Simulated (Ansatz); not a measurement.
CoSbS in space group Pmn2_1 (No. 31; Co on 2a, Sb on 2a, S on 2a), DFT-PBEsol in the program Ansatz with PAW potentials, all energies at zero smearing, with the estimated change up to a 700 eV cutoff added, with one set of potentials and settings (totals compare only within such a set). Cell of 6 atoms (2 Co, 2 Sb, 2 S): -24774.677 eV.

```json
[
 {"element": "Co", "reference phase": "P6_3/mmc, 2 atoms in the cell, spin-polarised", "E (eV/atom)": "-5092.9959"},
 {"element": "Sb", "reference phase": "R-3m, 2 atoms in the cell", "E (eV/atom)": "-6408.0873"},
 {"element": "S", "reference phase": "Fddd, 32 atoms in the cell", "E (eV/atom)": "-884.8920"}
]
```

Formation energy per atom, worked out: (-24774.677 − 2×(-5092.9959) − 2×(-6408.0873) − 2×(-884.8920))/6 = -0.454 eV/atom (-44 kJ per mol of atoms), at 0 K, without zero-point energy or fitted corrections.

The workflow started from an entry of the Crystallography Open Database (COD), which files this formula under 2 space groups. Its standing as an ambient phase is unchecked. The PBEsol relaxation kept the symmetry of its start; whether a distortion lowers the energy is not shown. The workflow began spin-polarised and lost its moments. The references are the lowest solids computed at this level, not always the standard phases. Scalar-relativistic: spin–orbit coupling is off unless named, which matters more the heavier the elements.

Potentials: the later of the program's two PAW sets.
